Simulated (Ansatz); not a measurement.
Relaxed-ion elastic tensor of Nb (bcc (W type), Im-3m) in GPa (Voigt order), r²SCAN+D4 (plane waves, PAW; program Ansatz); density 8.61 g/cm³, 17.91 Å³ per atom.

```
 255   138   138   0.0   0.0   0.0
 138   255   138   0.0   0.0   0.0
 138   138   255   0.0   0.0   0.0
 0.0   0.0   0.0  12.1   0.0   0.0
 0.0   0.0   0.0   0.0  12.1   0.0
 0.0   0.0   0.0   0.0   0.0  12.1
```

**Question.** Is the crystal mechanically stable?

**Answer.** Yes: the smallest eigenvalue of C is 12.1 GPa.

**Question.** Work out the Voigt, Reuss and Hill averages.

**Answer.** K_V = 177, K_R = 177, K_H = 177; G_V = 30.6, G_R = 17.7, G_H = 24.2 GPa.

**Question.** Give Young's modulus, Poisson's ratio, Pugh's ratio and the universal anisotropy index.

**Answer.** E = 9KG/(3K + G) = 69.3 GPa; ν = 0.43; K/G = 7.33 (ductile by the Pugh limit of 1.75); A_U = 5G_V/G_R + K_V/K_R − 6 = 3.65.

**Question.** Estimate the sound speeds and the Debye temperature.

**Answer.** v_l = √((K + 4G/3)/ρ) = 4930 m/s, v_t = √(G/ρ) = 1670 m/s, mean 1900 m/s; Θ = (h/k)(3n/4πV)^(1/3) v_m = 217 K.

**Question.** Give the Zener ratio and Young's modulus along [100], [110] and [111].

**Answer.** A = 2C44/(C11 − C12) = 0.21; 1/E = S11 − 2(S11 − S12 − S44/2)Γ with Γ = 0, 1/4, 1/3 gives 158, 44.0, 35.4 GPa.

The cell was relaxed with r²SCAN+D4 under the symmetry of its start. No spin polarisation was allowed. The pairwise dispersion correction was not fitted to metals. As this level gives no gap, shear constants depend on the k-mesh and smearing (Fermi–Dirac, 0.1 eV here). On the denser mesh and wider smearing of the elastic run this cell carries a stress of 0.4 GPa.

Potentials: the later of the program's two PAW sets.
